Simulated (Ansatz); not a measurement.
Here is the system:

MgO (CsCl type, Pm-3m), a = 2.634 Å, b = 2.634 Å, c = 2.634 Å, α = 90.00°, β = 90.00°, γ = 90.00°.

This is the PBEsol-relaxed structure.

Question: All from plane-wave PAW PBEsol (Ansatz code), unless another level is named. Estimate the Born charges (a third of the trace).

Answer: Mg +2.14, O -2.14 e.

Question: What about the static dielectric constant ε0 (ions relaxed, cell fixed)?

Answer: 82.0.

Question: Give the electronic dielectric constant ε∞ (DFPT).

Answer: 3.78.

This is a known high-pressure phase of the composition, computed here at zero pressure and temperature. Symmetry was held in the PBEsol relaxation. At this level the phase is dynamically unstable (imaginary phonons).

Potentials: the earlier of the program's two PAW sets. The files were generated under PBE; for other functionals the program regenerates the frozen cores, and for LDA and PBEsol the local potential too.
